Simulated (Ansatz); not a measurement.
ZnSe in space group P4_2/mnm (No. 136; Zn on 4g, Se on 4f), DFT-PBEsol in the program Ansatz with PAW potentials. The conduction-band minimum lies at Γ, with 1 equivalent valley. Second derivatives d²E/dk² of the lowest band at one valley (eV·Å²), along Cartesian directions:

```csv
direction,d²E/dk²
[100],68.58
[010],68.58
[001],78.48
[110],68.58
[101],73.54
[011],73.54
```

Find the principal effective masses, the density-of-states mass and the conductivity mass.

Off-diagonal terms follow from H_xy = H[110] − (H_xx + H_yy)/2, and m*/mₑ = 7.620 eV·Å² over each eigenvalue: 0.097, 0.11, 0.11. One valley's DOS mass (m₁m₂m₃)^(1/3) = 0.11, conductivity mass 3/(Σ 1/mᵢ) = 0.11 mₑ.

What effective density of states Nc follows at 300 K for parabolic valleys?

Nc = 2.509e19 × 1 × (0.11)^(3/2) ≈ 9.2e17 cm⁻³.

With the computed static dielectric constant 9.57 (mean of the diagonal), estimate a hydrogenic donor's binding energy and radius.

E = 13.606 eV × 0.11/9.57² ≈ 16 meV; a = 0.529 Å × ε/m* ≈ 46 Å. Semilocal masses tend to be too small when the gap is underestimated.

The start of the workflow was typed in or built on a structure type; neither database checked (COD, Materials Project) lists it. It is not the phase usual at ambient conditions (space group No. 216). The cell was relaxed with PBEsol under the symmetry of its start; whether a distortion lowers the energy is not shown. Spin–orbit coupling is left out wherever it is not named.

Potentials: the earlier of the program's two PAW sets. The files were generated under PBE; for other functionals the program regenerates the frozen cores, and for LDA and PBEsol the local potential too.
